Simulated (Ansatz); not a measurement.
YbAsPt: what a change of kpoints.mp_grid.grid does

Level of theory: PBEsol, collinear spin, scalar-relativistic; Ansatz, plane waves to 420 eV (PAW set soft_2), k-mesh 9×9×2. These are the settings of the reference run.

Cell:

```
As Pt Yb
1.0
     4.23261    0.00000    0.00000
    -2.11630    3.66554    0.00000
     0.00000    0.00000   15.31926
As Pt Yb
4 4 4
Direct
  0.66667 0.33333 0.87495
  0.33333 0.66667 0.12505
  0.33333 0.66667 0.37495
  0.66667 0.33333 0.62505
  0.66667 0.33333 0.37418
  0.33333 0.66667 0.62582
  0.33333 0.66667 0.87418
  0.66667 0.33333 0.12582
  0.00000 0.00000 0.50000
  0.00000 0.00000 0.00000
  0.00000 0.00000 0.25000
  0.00000 0.00000 0.75000
```

The reference run of this cell is solved again as a single point with these keys changed:

| key | reference run | changed run |
| --- | --- | --- |
| kpoints.mp_grid.grid | [9, 9, 2] | [14, 14, 3] |

Question: How far do the results move?

Answer: 

| quantity | reference run | changed run |
| --- | --- | --- |
| energy, changed less reference (meV an atom) | 0 | 1.2 |
| pressure (GPa) | 0.0 | 0.0 |
| largest force (eV/Å) | 0.00 | 0.02 |
| gap on the mesh (eV) | 0.00 | 0.00 |

The energy moves by 1.2 meV an atom (0.01 eV for the cell). It took 20 iterations.

Caveats: the reference run: 4f shell without a U, which puts 4f levels too near the Fermi level; the reference run: net starting moment lost; the reference run: open f or d shells may hold a state above the lowest; a single point, atoms not relaxed again.
